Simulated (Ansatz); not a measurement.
Relaxed-ion elastic tensor of V (bcc (W type), Im-3m) in GPa (Voigt order), DFT-LDA in the program Ansatz with PAW potentials; density 6.75 g/cm³, 12.52 Å³ per atom.

```
 314   158   158   0.0   0.0   0.0
 158   314   158   0.0   0.0   0.0
 158   158   314   0.0   0.0   0.0
 0.0   0.0   0.0  11.4   0.0   0.0
 0.0   0.0   0.0   0.0  11.4   0.0
 0.0   0.0   0.0   0.0   0.0  11.4
```

### Question
Is the crystal mechanically stable?

### Answer
Yes: the smallest eigenvalue of C is 11.4 GPa.

### Question
Work out the Voigt, Reuss and Hill averages.

### Answer
K_V = 210, K_R = 210, K_H = 210; G_V = 37.9, G_R = 17.3, G_H = 27.6 GPa.

### Question
Give Young's modulus, Poisson's ratio, Pugh's ratio and the universal anisotropy index.

### Answer
E = 9KG/(3K + G) = 79.4 GPa; ν = 0.44; K/G = 7.60 (ductile by the Pugh limit of 1.75); A_U = 5G_V/G_R + K_V/K_R − 6 = 5.97.

### Question
Estimate the sound speeds and the Debye temperature.

### Answer
v_l = √((K + 4G/3)/ρ) = 6050 m/s, v_t = √(G/ρ) = 2020 m/s, mean 2300 m/s; Θ = (h/k)(3n/4πV)^(1/3) v_m = 295 K.

### Question
Give the Zener ratio and Young's modulus along [100], [110] and [111].

### Answer
A = 2C44/(C11 − C12) = 0.15; 1/E = S11 − 2(S11 − S12 − S44/2)Γ with Γ = 0, 1/4, 1/3 gives 208, 42.5, 33.6 GPa.

### Question
Solve the Christoffel equation for the three sound speeds along [100], [110], [111].

### Answer
Eigenvalues of C_ijkl n_j n_l equal ρv². In km/s, slowest first: [100] 1.30, 1.30, 6.81; [110] 1.30, 3.39, 6.05; [111] 2.87, 2.87, 5.77.

Symmetry was held in the LDA relaxation. The run is not spin-polarised. As this level gives no gap, shear constants depend on the k-mesh and smearing (Fermi–Dirac, 0.1 eV here). On the denser mesh and wider smearing of the elastic run this cell carries a stress of 0.4 GPa.

Potentials: the earlier of the program's two PAW sets.
